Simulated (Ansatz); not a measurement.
## ZrBeB: how the free axis answers a strain

ZrBeB, P-6m2, a = 3.395 Å, c = 3.451 Å. The structure is a Materials Project entry; whether it is the stable form wasn't checked. Ansatz: PBEsol, PAW, 420 eV, Γ-centred 15×15×12 mesh on 3 atoms, Gaussian smearing 0.10 eV; no spin polarisation. Series: biaxial strain in the a-b plane, c and atoms relaxed; x is the strain in per cent. y is the change of c in per cent of 3.451 Å.

```tsv
x (%)	y (%)
-6.0	?
-4.0	2.55
-2.0	1.18
0.0	0.00
2.0	-1.11
4.0	-2.47
6.0	-4.53
```

Q: Fit y = c1 x + c2 x² to the other rows, say what c1 measures, and predict the missing y.

A: Least squares on the rows shown. y = −0.6492 x − 0.01157 x². With no stress along c, c1 = −2C13/C33 = -0.649. With a term in x³ added, the coefficient of x becomes -0.5297, 18 % less, which shows how far this figure hangs on the form. At x = -6.0 the fit asked for gives 3.48 %. The run gave 4.05 %, so the fit is 0.57 % too low, 6.6 % of the span of the series, against an rms of 0.21 % on the fitted rows. The row lies outside the fitted range. With a term in x³ added, a fit to the same known rows predicts 4.66 %, which misses by about as much or more on the other side: the known rows don't fix the higher terms.